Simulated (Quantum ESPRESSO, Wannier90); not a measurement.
**Wannierisation of Ga$_{2}$O$_{3}$ (corundum)**

```
begin unit_cell_cart
ang
   -2.4986999236    4.3278752205    0.0000000000
   -4.9973998472    0.0000000000    0.0000000000
   -2.4986999236    1.4426250735    4.4835500000
end unit_cell_cart
begin atoms_frac
Ga   0.1444100000  0.1444100000 -0.4332300000
Ga  -0.1444100000 -0.1444100000  0.4332300000
Ga   0.3555900000  0.3555900000 -0.0667700000
Ga  -0.3555900000 -0.3555900000  0.0667700000
O   -0.0531600000  0.2500000000  0.2500000000
O    0.0531600000 -0.2500000000 -0.2500000000
O   -0.4468400000 -0.0531600000  0.2500000000
O    0.4468400000  0.0531600000 -0.2500000000
O    0.2500000000 -0.4468400000  0.2500000000
O   -0.2500000000  0.4468400000 -0.2500000000
end atoms_frac
```

Cell from Materials Project (mp-1243), symmetrised, no further relaxation. COD (Crystallography Open Database) has the formula in 2 space groups, this one among them (matched by group alone). Method: PBEsol plane waves in Quantum ESPRESSO 7.5 (PseudoDojo norm-conserving files, 68 Ry, no spin polarisation, no spin-orbit coupling), Bloch states on a 4×4×4 mesh through Γ, Wannier90 4.0.1. Density: 8×8×8 mesh, cold smearing 0.01 Ry.

Bands 1-6,27-44 form an isolated set from -18.88 to 0.00 eV relative to the valence-band maximum (on the path) and are turned into 24 Wannier functions by minimising the spread from the start: s functions at random places. Bands 7–26 (Ga 3d 96 %) lie between the kept ones and are excluded.

Task: Where do the functions sit, how wide are they and what are they made of?

Result: 
| functions | spread (Å²) | nearest atom, distance (Å) | second atom, distance (Å) | weight on atomic waves |
|---|---|---|---|---|
| 12 | 0.93 | O 0.38 | Ga 1.56 | O 2p 60 %, O 2s 18 %, Ga 4p 9 % |
| 12 | 0.86 | O 0.36 | Ga 1.73 | O 2p 62 %, O 2s 19 %, Ga 4p 7 % |

Ω_I = 19.84 Å², Ω_total = 21.44 Å²; the interpolated bands follow pw.x to 2.9 meV rms on the path. It is the lowest total spread that any start reached here.
